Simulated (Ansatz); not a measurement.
# Straining Sr

The calculation used DFT PBEsol, scalar-relativistic, plane waves, PAW (Ansatz). (420 eV cutoff, 12×12×8 k-mesh, Gaussian smearing of 0.10 eV, no spin polarisation)

Starting point, cell and atoms relaxed:

```
CELL_PARAMETERS angstrom
4.19454 0.00000 0.00000
-2.09727 3.63258 0.00000
0.00000 0.00000 6.87853
ATOMIC_POSITIONS crystal
Sr 0.33333 0.66667 0.25000
Sr 0.66667 0.33333 0.75000
```

Deformation: biaxial strain in the a-b plane, with the length and tilt of c and the atoms relaxed, all within the symmetry that the strain leaves. Energies are extrapolated to zero smearing.

```
strain (%)  ΔE (meV/atom) a (Å) b (Å) c (Å)
      -3.0           10.2  4.069  4.069  6.934
      -2.0            4.7  4.111  4.111  6.914
      -1.0            1.3  4.153  4.153  6.893
      +0.0            0.0  4.195  4.195  6.879
      +1.0            0.8  4.236  4.236  6.850
      +2.0            3.5  4.278  4.278  6.825
      +3.0            7.9  4.320  4.320  6.798
```

What stiffness (1/V) d²E/dε² at zero strain does a cubic fit over all points give?

A cubic fit gives (1/V) d²E/dε² = 61 GPa at zero strain (twice the biaxial modulus).

How does the free axis c answer a small strain?

Between the innermost points its strain is -0.32 times the applied one.

This form isn't the element's structure at ambient conditions.